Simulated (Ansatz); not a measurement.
TaTe4I:
```yaml
crystal:
  lattice:
    - [-6.74546, 0.00000, 0.00000]
    - [1.86999, 3.78426, -7.56110]
    - [1.51654, -7.82704, 0.00000]
  atoms:
    - { symbol: Ta, position: [0.24950, 0.99908, 0.00110] }
    - { symbol: Ta, position: [0.75050, 0.00092, 0.99890] }
    - { symbol: Te, position: [0.88020, 0.82888, 0.67307] }
    - { symbol: Te, position: [0.11980, 0.17112, 0.32693] }
    - { symbol: Te, position: [0.96999, 0.79728, 0.12392] }
    - { symbol: Te, position: [0.03001, 0.20272, 0.87608] }
    - { symbol: Te, position: [0.61604, 0.30557, 0.14353] }
    - { symbol: Te, position: [0.38396, 0.69443, 0.85647] }
    - { symbol: Te, position: [0.46220, 0.07458, 0.75044] }
    - { symbol: Te, position: [0.53780, 0.92542, 0.24956] }
    - { symbol: I, position: [0.75146, 0.42827, 0.59959] }
    - { symbol: I, position: [0.24854, 0.57173, 0.40041] }
```

Relaxed with r²SCAN+D4.

Question: Tabulate the valence density and the electron localisation function along the shortest Te–I contact (3.17 Å), plane-wave PAW r²SCAN+D4 (Ansatz code).

Answer: 

```csv
distance from Te (Å),density (e/Å³),ELF
0.32,11.92,0.01
0.48,7.10,0.09
0.63,3.21,0.27
0.79,1.20,0.42
0.95,0.60,0.45
1.11,0.40,0.44
1.27,0.28,0.41
1.43,0.23,0.37
1.59,0.23,0.42
1.74,0.27,0.56
1.90,0.37,0.68
2.06,0.53,0.67
2.22,0.79,0.62
2.38,1.18,0.58
2.54,3.05,0.47
2.70,7.87,0.28
2.85,13.64,0.17
```

The density is the valence pseudo-density with augmentation charge, so density and ELF within about 1 Å of a nucleus are not all-electron values.

Space group P-1. The workflow started from a Materials Project entry (that database holds measured and hypothetical structures alike); the Crystallography Open Database copy checked does not list it. Entries of such low symmetry are often ordered models of mixed-site phases. Its standing as an ambient phase is unchecked. The cell was relaxed with r²SCAN+D4 under the symmetry of its start; its stability against distortions is not shown here. The run is not spin-polarised. Scalar-relativistic: spin–orbit coupling is off unless named, which matters more the heavier the elements.

Potentials: the later of the program's two PAW sets.
